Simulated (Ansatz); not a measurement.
Relaxed-ion elastic tensor of BeSe (wurtzite, P6_3mc) in GPa (Voigt order), plane-wave PAW PBEsol (Ansatz code); density 4.33 g/cm³, 16.88 Å³ per atom.

```tsv
	1	2	3	4	5	6
1	156	47.3	31.6	0.0	0.0	0.0
2	47.3	156	31.6	0.0	0.0	0.0
3	31.6	31.6	181	0.0	0.0	0.0
4	0.0	0.0	0.0	44.2	0.0	0.0
5	0.0	0.0	0.0	0.0	44.2	0.0
6	0.0	0.0	0.0	0.0	0.0	54.3
```

Is the crystal mechanically stable?

Yes: the smallest eigenvalue of C is 44.2 GPa.

Work out the Voigt, Reuss and Hill averages.

K_V = 79.3, K_R = 79.2, K_H = 79.3; G_V = 54.0, G_R = 52.2, G_H = 53.1 GPa.

Give Young's modulus, Poisson's ratio, Pugh's ratio and the universal anisotropy index.

E = 9KG/(3K + G) = 130 GPa; ν = 0.23; K/G = 1.49 (brittle by the Pugh limit of 1.75); A_U = 5G_V/G_R + K_V/K_R − 6 = 0.17.

Estimate the sound speeds and the Debye temperature.

v_l = √((K + 4G/3)/ρ) = 5890 m/s, v_t = √(G/ρ) = 3500 m/s, mean 3880 m/s; Θ = (h/k)(3n/4πV)^(1/3) v_m = 450 K.

How much does each axis shrink under pressure?

Linear compressibilities β_i = Σ_j S_ij (j = 1 to 3): x 4.3, y 4.3, z 4.0 per TPa.

The start of the workflow was typed in or built on a structure type; neither database checked (COD, Materials Project) lists it. COD files the formula under space group No. 216. Its standing as an ambient phase is unchecked. The PBEsol relaxation kept the symmetry of its start; its stability against distortions is not shown here.

Potentials: the earlier of the program's two PAW sets. The files were generated under PBE; for other functionals the program regenerates the frozen cores, and for LDA and PBEsol the local potential too.
